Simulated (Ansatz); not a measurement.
Task: Name crystals whose computed values (PBEsol (plane waves, PAW; program Ansatz)) fall in these windows: HSE06 gap (eV) 1.2 to 1.8; ε0 170 to 240.

Result: 

```json
[
 {"crystal": "Bi2SO2, Pnnm (Bi on 4g, S on 2a, O on 4g)", "HSE06 gap (eV)": "1.52", "ε0": "209"}
]
```
Others may fit too.

Standing as an ambient phase not checked: Bi2SO2, Pnnm (Bi on 4g, S on 2a, O on 4g). The cell was relaxed under the symmetry of its start. Spin–orbit coupling is left out wherever it is not named.

Potentials: the later of the program's two PAW sets.
